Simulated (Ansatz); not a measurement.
This cell of RbCaH₃ (cubic perovskite) is off equilibrium:

```xyz
10
Lattice="8.7967 0.0000 0.0000 0.0000 4.3983 0.0000 0.0000 0.0000 4.3983" Properties=species:S:1:pos:R:3 pbc="T T T"
Rb    -0.0001     0.0000     0.0000
Rb     4.3985     0.0000     0.0000
Ca     2.1992     2.1992     2.1992
Ca     6.5975     2.1992     2.1992
H      2.1992     0.0000     2.1992
H      6.5975     0.0000     2.1992
H      0.0933     2.1992     2.1992
H      4.3050     2.1992     2.1992
H      2.1992     2.1992     0.0000
H      6.5975     2.1992     0.0000
```

These are LDA (plane waves to 420 eV, PAW, scalar-relativistic; Ansatz, an electronic-structure program) values and carry that method's errors. k mesh 4×8×8 (Γ-centred), Fermi-Dirac smearing 0.05 eV. Compression counts positive. RbCaH3 was relaxed with its symmetry unable to fall.

Predict the force on every atom, in eV/Å.


```
atom      Fx     Fy     Fz
----  ------  -----  -----
Rb1    0.073  0.000  0.000
Rb2   -0.073  0.000  0.000
Ca3    0.000  0.000  0.000
Ca4    0.000  0.000  0.000
H5     0.000  0.000  0.000
H6     0.000  0.000  0.000
H7    -0.604  0.000  0.000
H8     0.604  0.000  0.000
H9     0.000  0.000  0.000
H10    0.000  0.000  0.000
```

(A displaced cell: forces are minus the slopes of the energy, force constants its curvatures, and phonons follow from these.)
